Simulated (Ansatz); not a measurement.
# Electric field gradients in Ca7Mg2N6

The cell is a computed structure from the Materials Project (it need not be an observed phase), ions relaxed with PBE at fixed cell.

Space group C2/m (No. 12); a = 6.1423, b = 12.6604, c = 6.4233 Å, β = 94.58°.

```
site  Wyckoff  site symmetry       x       y       z
 Ca1       2b            2/m  0.5000  0.0000  0.0000
 Ca2       4h              2  0.5000  0.1223  0.5000
 Ca4       8j              1  0.6500  0.6726  0.8253
  Mg       4i              m  0.8788  0.0000  0.6730
 N10       8j              1  0.7600  0.8549  0.8035
 N14       4i              m  0.7554  0.0000  0.3404
```

One atom of each set is listed; the run and its k-mesh use a cell of 15 atoms with edges of 7.04, 7.04, 6.42 Å.

Computed with Ansatz: DFT, PBEsol, plane waves and PAW, scalar-relativistic, 420 eV cutoff, Γ-centred 5×5×5 k-points, Fermi–Dirac smearing 0.02 eV.

Conventions: |V_zz| ≥ |V_yy| ≥ |V_xx|, η = (V_xx − V_yy)/V_zz, C_Q = eQV_zz/h.

43Ca: I = 7/2, Q = -40.80 mb; ²⁵Mg: I = 5/2, Q = 199.4 mb; 14N: I = 1, Q = 20.44 mb. Quadrupole moments are those of Pyykkö's year-2017 table.

(1) Which values are expected at the nuclei?

Answers

(1) 

```tsv
site	atoms	first shell	V_xx, V_yy, V_zz (10²¹ V/m²)	η	C_Q (MHz)
Ca1	1	6 N at 2.59–2.80 Å	0.53, 2.61, -3.14	0.66	3.09
Ca2	2	4 N at 2.44–2.48 Å	1.86, 5.62, -7.48	0.50	7.38
Ca4	4	4 N at 2.41–2.52 Å	1.18, 2.62, -3.80	0.38	3.75
Mg	2	4 N at 2.17–2.26 Å	-0.027, -0.83, 0.86	0.94	4.12
N10	4	1 Mg at 2.17 Å, 4 Ca at 2.41–2.44 Å; also 1 Ca at 2.80 Å	-0.31, -2.09, 2.40	0.74	1.19
N14	2	2 Mg at 2.21–2.26 Å, 5 Ca at 2.48–2.59 Å	0.012, 0.72, -0.73	0.97	-0.363
```

Where η is near 1 the sign of V_zz means little.
